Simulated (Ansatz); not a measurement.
Values for one crystal, relaxed and computed with LDA in the plane-wave PAW code Ansatz; other levels are named.

```yaml
volume_per_atom: 31.92 Å³
band_gap: 0.90 eV (indirect)
HSE06 gap on the LDA cell: 1.75 eV
Gap with spin–orbit coupling: 0.86 eV
smallest_direct_gap_on_the_standard_path: 1.67 eV
Bulk modulus (Birch–Murnaghan fit): 23.2 GPa
electron_effective_mass: 0.062, 0.53, 0.53 mₑ (principal values)
```

Question: Pick the material that matches.
(A) PbI2, P6_3mc (Pb on 2b, I on 2b, I on 2a)
(B) HgS, P3_221 (Hg on 3a, S on 3b)
(C) HgI, I4/mmm (Hg on 4e, I on 4e)
(D) NaI, rock salt

Answer: C, HgI, I4/mmm (Hg on 4e, I on 4e)

The workflow started from a Materials Project entry (that database holds measured and hypothetical structures alike); the Crystallography Open Database files this formula in space group No. 139, but the cells were not matched. Whether it is the stable phase at ambient conditions was not checked. The cell was relaxed with LDA under the symmetry of its start; its stability against distortions is not shown here. A crystal of weakly bound molecules computed without a dispersion correction: the cell and the soft elastic constants depend strongly on that. Spin–orbit coupling is left out wherever it is not named.

Potentials: the later of the program's two PAW sets.
